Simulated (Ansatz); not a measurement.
With plane-wave PAW PBE (Ansatz code), Si$_{3}$N$_{4}$ in the hexagonal phase (P6_3/m; Si on 6h, N on 2d, N on 6h) relaxes to a = 7.663 Å, c = 2.926 Å. Si has 4 nearest neighbours from 1.74 Å (tetrahedral); N on 2d has 3 nearest neighbours from 1.74 Å (trigonal planar); N on 6h has 3 nearest neighbours from 1.75 Å (trigonal planar). Its formation energy from the elements is -1.05 eV/atom, with no fitted shifts.

It is gapped at this level: 4.25 eV (indirect). The valence maximum lies on the Γ–A line, 34 % of the way from Γ and the conduction minimum at Γ. Electrons at the band edge weigh 0.22, 1.5, 1.5 mₑ (principal values). The hole mass is 0.85, 0.85, 1.8 mₑ (principal values).

The bulk modulus is 233 GPa.

The cell was relaxed with PBE under the symmetry of its start. The references are the lowest solids computed at this level, not always the standard phases (solids in place of the gases).

Potentials: the earlier of the program's two PAW sets.
